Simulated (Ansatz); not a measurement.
C: from a starting cell to a relaxed one

The start is a relaxed C cell, doubled along one cell vector, shaken by Gaussian noise of σ = 0.08 Å a coordinate. Cell shape, volume and atoms are optimised at zero target pressure with PBE (plane waves to 420 eV, PAW, scalar-relativistic; Ansatz, a quantum-chemistry and plane-wave program). The first steps use a coarse 6×6×5 k-mesh.

The start:
```
CELL_PARAMETERS angstrom
      4.45693     0.00000     0.00000
     -2.22846     3.85981     0.00000
      0.00000     0.00000     5.05976
ATOMIC_POSITIONS crystal
  C  0.41309 0.88818 0.15189
  C  0.44711 0.91440 0.61379
  C  0.53997 0.43352 0.37829
  C  0.53723 0.44099 0.87756
  C  0.11109 0.54109 0.13331
  C  0.11441 0.54055 0.66809
  C  0.55486 0.12909 0.39528
  C  0.58011 0.08931 0.86198
  C  0.46794 0.53846 0.14485
  C  0.42573 0.53172 0.63132
  C  0.89774 0.44754 0.35909
  C  0.90336 0.46133 0.87166
```

### Question
How large is the pressure on the unrelaxed cell, and of which sign?

### Answer
+11.7 GPa (positive: the cell is compressed).

### Question
By how much does the energy per atom fall from start to end?

### Answer
0.40 eV/atom.

### Question
Does it find its way back to the structure it was made from?

### Answer
The parent structure is recovered, P6₃/mmc (No. 194).

### Question
How do the shortest distances between atoms change?

### Answer
The closest pairs of elements (up to four, under 3.6 Å), start → end: C–C 1.32 → 1.50 Å.

### Question
Is the relaxed structure metallic? Give its gap.

### Answer
2.27 eV, direct at Γ (no spin-orbit coupling).

Relaxed structure:

```cif
data_C6
_chemical_formula_sum 'C6'
_space_group_name_H-M_alt 'P63/mmc'
_space_group_IT_number 194
_space_group_name_Hall '-P 6c 2c'
_cell_length_a 4.45690
_cell_length_b 4.45690
_cell_length_c 2.52989
_cell_angle_alpha 90.000
_cell_angle_beta 90.000
_cell_angle_gamma 120.000
loop_
_atom_site_label
_atom_site_type_symbol
_atom_site_symmetry_multiplicity
_atom_site_Wyckoff_symbol
_atom_site_fract_x
_atom_site_fract_y
_atom_site_fract_z
_atom_site_occupancy
C1 C 6 h 0.55211 0.10421 0.25000 1
```

Final values are on a 9×9×13 k-mesh of the relaxed cell. No spin polarisation in the result.

The relaxed structure here is a generated cell of C: the first start was made by placing the elements on the sites of a structure type, and the end was not matched to a known phase here, so it may be hypothetical. A known form of C has the same space group but another cell.
